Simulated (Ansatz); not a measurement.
One input, then a changed one: Cu3Sb

First run: DFT, PBEsol, PAW with Ansatz's default frozen-core files, scalar-relativistic (Ansatz 0.2.0).

Command: `ansatz run input.yaml --threads 1 --pin off --max-ram 3072MiB --backend cpu --events-out ev --progress --plain --runs-dir out` It took 26 s on 1 thread of AMD EPYC 7R43 64-Core Processor (Zen 3), with other jobs on the host, peak memory 0.47 GiB.

```yaml
crystal:
  lattice:
    - [0.0, 3.112952, 3.112952]
    - [3.112952, 0.0, 3.112952]
    - [3.112952, 3.112952, 0.0]
  atoms:
    - { symbol: Cu, position: [0.5, 0.5, 0.5] }
    - { symbol: Cu, position: [0.25, 0.25, 0.25] }
    - { symbol: Cu, position: [0.75, 0.75, 0.75] }
    - { symbol: Sb, position: [0.0, 0.0, 0.0] }
kpoints:
  mp_grid: { grid: [10, 10, 10] }
scf:
  occupations: { method: fermi_dirac, width: 0.05 }
hamiltonian:
  xc: pbesol
  pseudopotentials: { kind: paw }
output:
  forces: true
  stress: true
relax:
  f_tol: 0.005
  max_steps: 50
  cell: {}
```

The cell is Materials Project entry mp-2002, used as a structure alone.

This run: cell and atoms relaxed.

It converges in 34 SCF iterations over all geometries at a pressure of 0.02 GPa, ending at 14.42 Å³/atom, cutoff 420 eV.

The input is then changed:

```diff
   occupations: { method: fermi_dirac, width: 0.05 }
+  max_iter: 100
 hamiltonian:
 relax:
-  f_tol: 0.005
-  max_steps: 50
+  f_tol: 1.0e-09
+  max_steps: 30
   cell: {}
```

Task: Does this change harm the result?

Result: Not here: the run converges in 34 SCF iterations over all geometries at a pressure of 0.02 GPa, ending at 14.42 Å³/atom, cutoff 420 eV, free energy 0.0 meV/atom against the first run's, and its energy lies within 1 meV/atom of the first run's.
